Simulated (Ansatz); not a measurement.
AlIr (Cmcm), relaxed and computed with several functionals in Ansatz (plane waves, PAW).

```csv
functional,a (Å),c (Å),V (Å³/atom),ΔH_f (eV/atom)
PBE,?,?,?,?
PBEsol,2.854,4.202,14.41,-0.53
r²SCAN,2.828,4.142,13.97,-0.70
```

Question: What belongs in the gaps?

Answer: 
- PBE, a (Å): 2.844
- PBE, c (Å): 4.176
- PBE, V (Å³/atom): 14.29
- PBE, ΔH_f (eV/atom): -0.63

Typed or built starts, not in the databases checked: AlIr, Cmcm (Al on 4c, Ir on 4c). All cells were relaxed under the symmetry of their starts (and spin orders); stability against distortions was not tested throughout. Rows with no word on spin ran without spin polarisation. Spin–orbit coupling is left out wherever it is not named.

Potentials: the later of the program's two PAW sets.

Ansatz (a first-principles code) is a plane-wave DFT program.

Formation energies count from the lowest solids of the elements computed at the same level, not from gases.
